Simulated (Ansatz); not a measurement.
The elements of this relaxed trial crystal are hidden behind letters.

```
lattice vectors (Å)
   2.8203    0.0000    0.0000
  -1.4101    2.4424    0.0000
   0.0000    0.0000   21.7380
fractional positions
X 0.3333 0.6667 0.6718
X 0.3333 0.6667 0.8901
X 0.3333 0.6667 0.1099
X 0.3333 0.6667 0.3282
X 0.3333 0.6667 0.5000
X 0.6667 0.3333 0.7798
X 0.6667 0.3333 0.0000
X 0.6667 0.3333 0.2202
Z 0.6667 0.3333 0.4133
Z 0.6667 0.3333 0.5867
```

The calculation used DFT PBE, scalar-relativistic, plane waves, PAW in Ansatz 0.2.0. Cutoff 420 eV, Γ-centred 18×18×2 mesh (10-atom cell), Gaussian smearing of 0.10 eV, no spin polarisation.

| Quantity | Value |
| --- | --- |
| Space group | P-6m2 (No. 187) |
| Conventional cell | a = 2.820 Å, c = 21.738 Å |
| Volume per atom | 14.97 Å³ |
| Density | 3.70 g/cm³ |
| Energy over the elements | −0.16 eV/atom |
| Gap on the 18×18×2 mesh of the 10-atom cell | 0 eV (a metal) |

Energies are uncorrected and count from the elements' standard states at the same level.

Task: X is a p-block element of period 3 and Z is a d-block element of period 4. Which elements are they?

Result: X = Al, Z = Ni, so the formula is Al4Ni. Density times volume gives a mean mass of 3.70 × 14.97/1.6605 = 33.4 u per atom, and this set has 33.3 u. Al on a site of symmetry 3m has 3 Ni at 2.46 Å and 9 Al at 2.82–2.86 Å; around Al on a second site of symmetry 3m lie 12 Al at 2.82–2.90 Å; around Ni lie 6 Al at 2.46–2.49 Å and 6 Ni at 2.82 Å; 3 more sites not described. Other sets within the hints have nearly the same mass, so mass alone doesn't settle it; this one was computed.

Trial moments died out on the coarse mesh, so the last step has no spin; another magnetic start might hold. Symmetry constrained the relaxation, so the result can be a saddle point. Another cell of Al4Ni relaxed alike, in I4/mmm, lies 43 meV/atom lower, so this cell isn't the stable form at this level.
